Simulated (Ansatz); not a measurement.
Hf (hcp, Mg type)

```cif
data_Hf2
_chemical_formula_sum 'Hf2'
_space_group_name_H-M_alt 'P 1'
_space_group_IT_number 1
_cell_length_a 3.19784
_cell_length_b 3.19784
_cell_length_c 5.04744
_cell_angle_alpha 90.000
_cell_angle_beta 90.000
_cell_angle_gamma 120.000
loop_
_space_group_symop_operation_xyz
  'x, y, z'
loop_
_atom_site_label
_atom_site_type_symbol
_atom_site_fract_x
_atom_site_fract_y
_atom_site_fract_z
_atom_site_occupancy
Hf1 Hf 0.33333 0.66667 0.75000 1
Hf2 Hf 0.66667 0.33333 0.25000 1
```

The volume is varied about the relaxed value V₀ at fixed cell shape. Symmetry pins the atoms to their sites.

The numbers are results of r2SCAN (plane waves to 500 eV, PAW, scalar-relativistic; Ansatz, a program for electronic structure), not measurements. k mesh 17×17×9 (Γ-centred), Fermi-Dirac smearing 0.05 eV. The energy includes the smearing's −TS. With the shape held, the modulus is that of even scaling; a crystal free to change shape is softer. Hf is run without spin polarisation. Hf was relaxed with its symmetry unable to fall. Spin-orbit coupling is left out, though Hf is heavy. The PAW data are Ansatz's earlier set. The zero of ΔE is the relaxed starting cell. The last digit holds for this mesh only.

```tsv
V (Å³/atom)	ΔE (meV/atom)
18.774	252.8
19.668	133.4
20.562	55.7
21.456	13.1
22.350	0.0
23.244	11.7
24.138	44.2
25.032	94.3
25.926	159.2
```

Q: What is the fitted pressure derivative B₀′?

A: 3.3.

Q: What bulk modulus at fixed cell shape B₀ follows from a third-order Birch-Murnaghan fit?

A: 111 GPa. Check by three points about V = 22.350 Å³/atom, step 1.788: d²E/dV² ≈ (56 − 2·0 + 44) meV / 1.788² = 0.0313 eV/Å⁶, and V·d²E/dV² × 160.2 = 112 GPa.

(Under strain, the slope of the energy per volume gives the stress and its curvature an elastic modulus.)
